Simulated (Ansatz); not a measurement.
MoPt:
```cif
data_MoPt
_chemical_formula_sum 'Pt1 Mo1'
_space_group_name_H-M_alt 'Pm-3m'
_space_group_IT_number 221
_space_group_name_Hall '-P 4 2 3'
_cell_length_a 3.15788
_cell_length_b 3.15788
_cell_length_c 3.15788
_cell_angle_alpha 90.000
_cell_angle_beta 90.000
_cell_angle_gamma 90.000
loop_
_atom_site_label
_atom_site_type_symbol
_atom_site_symmetry_multiplicity
_atom_site_Wyckoff_symbol
_atom_site_fract_x
_atom_site_fract_y
_atom_site_fract_z
_atom_site_occupancy
Pt1 Pt 1 a 0.00000 0.00000 0.00000 1
Mo1 Mo 1 b 0.50000 0.50000 0.50000 1
```

Relaxed with the program Ansatz at the r²SCAN level (PAW). Indices refer to the conventional cell of Pm-3m, a = 3.1579 Å, b = 3.1579 Å, c = 3.1579 Å, α = 90.00°, β = 90.00°, γ = 90.00°.

Simulate the powder diffraction pattern (neutron, λ = 1.5401 Å; lines above 1 %) up to 2θ = 90°.

Simulated powder pattern, neutron, λ = 1.5401 Å (kinematic, ideal powder, no thermal factors, coherent scattering alone; the 30 strongest lines at most, above 1 %, up to 2θ = 90°):

```tsv
2θ (°)	d (Å)	I/Imax (%)	hkl
28.23	3.158	3.0	(100)
40.35	2.233	100	(110)
49.97	1.823	1.4	(111)
58.38	1.579	27	(200)
66.09	1.412	2.8	(210)
73.35	1.289	78	(211)
87.21	1.116	32	(220)
```

The start of the workflow was typed in or built on a structure type; neither database checked (COD, Materials Project) lists it. Whether it is the stable phase at ambient conditions was not checked. The cell was relaxed with r²SCAN under the symmetry of its start. At this level the phase is mechanically unstable. No spin polarisation was allowed. Its formation energy is positive at this level, so the cell may be metastable or incomplete. Scalar-relativistic: spin–orbit coupling is off unless named, which matters more the heavier the elements.

Potentials: the later of the program's two PAW sets.
